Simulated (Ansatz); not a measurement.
Ga₂O₃ (La2O3 or Ni2Al3 type, P-3m1), the program Ansatz at the r²SCAN level (PAW), all energies at zero smearing, with the estimated change up to a 700 eV cutoff added, with one set of potentials and settings (totals compare only within such a set). Cell of 5 atoms (2 Ga, 3 O): -9288.041 eV.

```tsv
element	reference phase	E (eV/atom)
Ga	Cmce, 4 atoms in the cell	-3790.2689
O	C2/m, 4 atoms in the cell, spin-polarised	-566.0281
```

Formation energy per atom, worked out: (-9288.041 − 2×(-3790.2689) − 3×(-566.0281))/5 = -1.884 eV/atom (-182 kJ per mol of atoms), at 0 K, without zero-point energy or fitted corrections.

A made-up cell: these elements were put on the sites of a structure type; neither database checked (COD, Materials Project) lists it. It is not the phase usual at ambient conditions (space group No. 12, 167). The r²SCAN relaxation kept the symmetry of its start. At this level the phase is mechanically unstable. The references are the lowest solids computed at this level, not always the standard phases (solids in place of the gases).

Potentials: the later of the program's two PAW sets.
